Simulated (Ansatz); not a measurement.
CaCu2S2:
```
CaCu2S2
1.0
    3.89441     0.00000     0.00000
   -1.94721     3.37266     0.00000
    0.00000     0.00000     6.50627
Cu Ca S
2 1 2
Direct
  0.33333   0.66667   0.37437
  0.66667   0.33333   0.62563
  0.00000   0.00000   0.00000
  0.33333   0.66667   0.74116
  0.66667   0.33333   0.25884
```

Relaxed with r²SCAN.

Map the electron localisation function on the plane through (0.333, 0.667, 0.374) spanned by u = [0, 0, 1] and v = [1, -1, 0] in lattice vectors, from r²SCAN in the plane-wave PAW code Ansatz.

x is the fraction of u, y of v (the angle between them is 90°; rows are the nearest grid lines); atoms in the plane: Cu at (0.00, 0.00), Cu at (0.25, 0.33), Ca at (0.63, 0.67), S at (0.37, 0.00), S at (0.88, 0.33).
```
|9952113788400038998752000122222599|
|9842113788510058998742000122122489|
|2221113688887889987420000111111222|
|2211113578888899874100000011111112|
|1111111245677765200122210000111111|
|1111001123455531013577641000011111|
|0000000000000000278999998400000000|
|0000000000000001589988998610000000|
|0000000000000001689888899720000000|
|0000000000000000489988998610000000|
|1100000011110000036888873001233221|
|3211011111111100002466420014565543|
|6531111111111111000000013688888876|
|7641111222111111100000247899888887|
|8851123566422112110013688997422588|
|8851124799632122110014689985100378|
|8851123687522112110013689987311588|
|8741112344221112110012578998766788|
|6532111111112334321001257889999886|
|3211111111245666642100135778887643|
|1111113578899999886410011233211111|
|2221113688888899987521001122111122|
|9842113788510058998742000122122489|
|9952113788400038998752000122222599|
```
Scale: ten equal steps from 0.003 (start of '0') to 0.930 (end of '9'), in the order '0123456789'; x runs from 0.000 to 1.00, y from 0.000 (bottom) to 1.00 (top).

The density is the valence pseudo-density with augmentation charge, so density and ELF within about 1 Å of a nucleus are not all-electron values.

Space group P-3m1. The workflow started from an entry of the Crystallography Open Database (COD, 293 K). Whether it is the stable phase at ambient conditions was not checked. Symmetry was held in the r²SCAN relaxation; whether a distortion lowers the energy is not shown. No spin polarisation was allowed.

Potentials: the later of the program's two PAW sets.
